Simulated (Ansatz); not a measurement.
InPd2:
```
InPd2
1.0
    5.66651     0.00000     0.00000
    0.00000     4.22402     0.00000
    0.00000     0.00000     8.28366
In Pd
4 8
Direct
  0.82306   0.25000   0.60050
  0.17694   0.75000   0.39950
  0.67694   0.75000   0.10050
  0.32306   0.25000   0.89950
  0.93066   0.25000   0.27024
  0.06934   0.75000   0.72976
  0.56934   0.75000   0.77024
  0.43066   0.25000   0.22976
  0.65699   0.75000   0.42815
  0.34301   0.25000   0.57185
  0.84301   0.25000   0.92815
  0.15699   0.75000   0.07185
```

This is the r²SCAN-relaxed structure.

All from DFT-r²SCAN in the program Ansatz with PAW potentials, unless another level is named. Estimate the formation energy from the elements (no fitted shifts).

-0.57 eV/atom.

Predict the density of states at the Fermi level.

0.42 states/eV per atom (mean over ±0.08 eV).

Space group Pnma. The workflow started from a Materials Project entry (that database holds measured and hypothetical structures alike); the Crystallography Open Database copy checked does not list it. Its standing as an ambient phase is unchecked. The cell was relaxed with r²SCAN under the symmetry of its start; its stability against distortions is not shown here. No spin polarisation was allowed. The references are the lowest solids computed at this level, not always the standard phases. Scalar-relativistic: spin–orbit coupling is off unless named, which matters more the heavier the elements.

Potentials: the later of the program's two PAW sets.
